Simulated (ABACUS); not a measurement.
Set-up for a self-consistent single point of TlSbS2 (P-1, 8 atoms in the cell; from Materials Project mp-676540, changed as shown).

```xyz
8
Lattice="6.3930 0.0000 0.0000 0.1359 6.5186 0.0000 2.5071 2.8269 5.9833" Properties=species:S:1:pos:R:3 pbc="T T T"
Tl     7.5140     6.1048     4.4496
Tl     1.5221     3.2406     1.5336
Sb     4.5114     2.6824     4.4940
Sb     4.5246     6.6631     1.4892
S      6.9952     2.8333     4.7286
S      2.0409     6.5122     1.2546
S      4.3010     6.7644     4.3680
S      4.7350     2.5811     1.6153
```

Level of theory: LDA (PW92), numerical atomic orbitals TZP (confined pseudo-atomic orbitals with Gaussian additions; energy shift 0.01 Ry), PseudoDojo 0.4 standard norm-conserving LDA (tails mended) pseudopotentials run with ABACUS.

ABACUS settings:

- basis = TZP numerical atomic orbitals, energy shift 0.01 Ry
- KPT = MP 2 2 2 0 0 0
- basis_type = lcao
- dft_functional = PWLDA
- ecutwfc = 100 Ry
- smearing_method = fixed
- potentials = PseudoDojo 0.4 standard norm-conserving LDA (tails mended)
- symmetry = 1
- symmetry_prec = 1e-05
- ks_solver = genelpa
- scf_nmax = 100
- scf_thr = 1.0e-07
- mixing_type = pulay

Results:

- Number of valence electrons = 80
- Number of bands = 50
- Number of k-points after the program's reduction = 4
- Size of the basis = 204
- Number of SCF iterations = 12
- Free energy E − TS = -9442.7594 eV
- Pressure = -5.52 GPa
- Largest force (vector length) = 0.205 eV/Å

Forces (eV/Å):
| atom | Fx | Fy | Fz |
|---|---|---|---|
| Tl1 | -0.093 | 0.155 | 0.060 |
| Tl2 | 0.093 | -0.155 | -0.060 |
| Sb3 | 0.165 | -0.122 | -0.009 |
| Sb4 | -0.165 | 0.122 | 0.009 |
| S5 | -0.136 | 0.066 | -0.069 |
| S6 | 0.136 | -0.066 | 0.069 |
| S7 | 0.035 | -0.060 | 0.007 |
| S8 | -0.035 | 0.060 | -0.007 |

Stress (GPa, positive for compression):
```
-5.99  -0.50   0.29
-0.50  -5.66   0.05
 0.29   0.05  -4.90
```

For comparison: a first run was changed to give this one (volume scaled by 1.02), and from it to this one the free energy rises by 19.8 meV/atom, the pressure goes from -4.83 to -5.52 GPa and the largest force goes from 0.218 to 0.205 eV/Å.

Spin-orbit coupling is left out, which matters for bands and gaps with elements this heavy. The atom-centred basis is finite, which shifts total energies, pressures and forces against plane waves. The structure comes from a collection of computed structures, made at another level of theory; the collection holds predicted forms beside known ones.

Cost on one core: about 100 core-seconds (a rough figure).

The atomic orbitals were generated for these runs; they are not ABACUS's published sets and were checked against plane waves on a few crystals only.

“Tails mended”: in these copies of the files the far tail of each local potential was reset to the Coulomb form.
